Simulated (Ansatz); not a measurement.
Li:
```yaml
crystal:
  lattice:
    - [-1.71728, 1.71728, 1.71728]
    - [1.71728, -1.71728, 1.71728]
    - [1.71728, 1.71728, -1.71728]
  atoms:
    - { symbol: Li, position: [0.00000, 0.00000, 0.00000] }
```

Relaxed with PBE. Special points in fractions of this cell's reciprocal vectors: Γ (0.000, 0.000, 0.000); H (0.500, -0.500, 0.500); N (0.000, 0.000, 0.500); P (0.250, 0.250, 0.250).

Task: List the band energies nearest the Fermi level at these points for DFT-PBE in the program Ansatz with PAW potentials.

Result: In eV from the Fermi level; about four levels below and three above (degenerate sets whole), none deeper than 8.9 eV; … stands for higher levels left out; points with the same levels are listed once.

```csv
k,below,above
Γ,-3.60,…
H,–,5.50 5.50 5.50
N,–,0.23 3.22 10.35
P,–,3.36 3.36 3.36
```

Space group Im-3m (bcc (W type)). The PBE relaxation kept the symmetry of its start.

Potentials: the earlier of the program's two PAW sets.
